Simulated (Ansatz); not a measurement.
C (lonsdaleite), relaxed with r2SCAN, was run in Ansatz 0.2.0 under altered settings. All numbers are computed, without spin polarisation but where a row says otherwise.

```yaml
crystal:
  lattice:
    - [2.50320, 0.00000, 0.00000]
    - [-1.25160, 2.16783, 0.00000]
    - [0.00000, 0.00000, 4.16887]
  atoms:
    - { symbol: C, position: [0.33333, 0.66667, 0.00023] }
    - { symbol: C, position: [0.66667, 0.33333, 0.50023] }
    - { symbol: C, position: [0.33333, 0.66667, 0.37477] }
    - { symbol: C, position: [0.66667, 0.33333, 0.87477] }
```

The base run's other keys:
```yaml
kpoints:
  mp_grid: { grid: [6, 6, 4] }
hamiltonian:
  xc: hse06
scf:
  occupations: { method: fixed }
  n_extra_bands: 5
```

It takes 11 iterations with 427 plane waves at 420 eV and 21 k points, and leaves a mean stress of -5.72 GPa. The gap over this mesh is 4.380 eV.

Outcomes, with energy and stress as changes against the base:
```tsv
setting	outcome	ΔF (meV/atom)	Δ mean stress (GPa)	gap on the mesh (eV)	iterations
scf.exx.singularity: regularized	converged	-0.1	0.0	4.380	11
scf.exx.singularity: none	converged	-0.1	0.0	4.380	11
scf.occupations: fermi_dirac 1.5	not converged	–	–	–	18
basis.ecutwfc: 200	converged, warned	+1563	+43.1	3.808	10
```
A dash marks a value that wasn't obtained or can't be compared. Stress is positive in compression.

- scf.occupations: fermi_dirac 1.5. The loop closes, but the program refuses the state that it reached. Error: refused after 3 iterations: little_group_invariance = 1.67e-2 (threshold 2.00e-3); the state that met every other criterion of the hybrid outer loop has lost the crystal's symmetry and is not regaining it fast enough for `scf.exx.max_outer_iter` (outer cycles, not inner-SCF steps) […]
- basis.ecutwfc: 200. 135 plane waves in place of 427. The free energy moves by +1563 meV an atom, the mean stress by +43.1 GPa and the gap on the mesh by -0.572 eV (to 3.808). The basis is too small: these are errors of the cutoff. Warned: cutoff below recommended.

Within 1 meV an atom, 0.1 GPa and 0.005 eV of the base stay: scf.exx.singularity: regularized; scf.exx.singularity: none.

The program warns that its thresholds are loose for a hybrid's stress.

The meshes of the hybrids are coarse, so their gaps aren't converged to the digits shown.
